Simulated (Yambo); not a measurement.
G0W0@LDA for Au$_{2}$S (space group Pn-3m, No. 224) in Yambo. Reference settings: 2×2×2 Γ-centred k mesh, bands 17 to 286 and a 8 Ry block in the screening, 286 bands in G with the Bruneval-Gonze terminator, plasmon pole fitted at 27.2 eV. The LDA gap Γ → Γ on this mesh is 2.00 eV; G0W0 gaps are taken between the same points.

The settings were changed. The gap went from 2.69 eV to 2.59 eV, and the shift of the valence edge from -0.42 eV to -0.19 eV.

### Question
What was changed between the two runs?
A. 225 bands in W, 225 bands in G, no terminator
B. 1×1×1 mesh
C. 78 bands in W, 78 bands in G, 3 Ry block
D. 78 bands in W, 78 bands in G, 2 Ry block

### Answer
A, 225 bands in W, 225 bands in G, no terminator. The others gave (gap, valence shift): 1×1×1 mesh: 2.30, -0.12 eV; 78 bands in W, 78 bands in G, 2 Ry block: 2.71, 0.08 eV; 78 bands in W, 78 bands in G, 3 Ry block: 2.71, 0.09 eV.

Spin-orbit coupling is not included.

Geometry of the Materials Project entry, not relaxed at this level; primitive cell a = b = c = 5.2740 Å, α = β = γ = 90.00°.

A shift is the quasiparticle energy of the state minus its LDA energy.
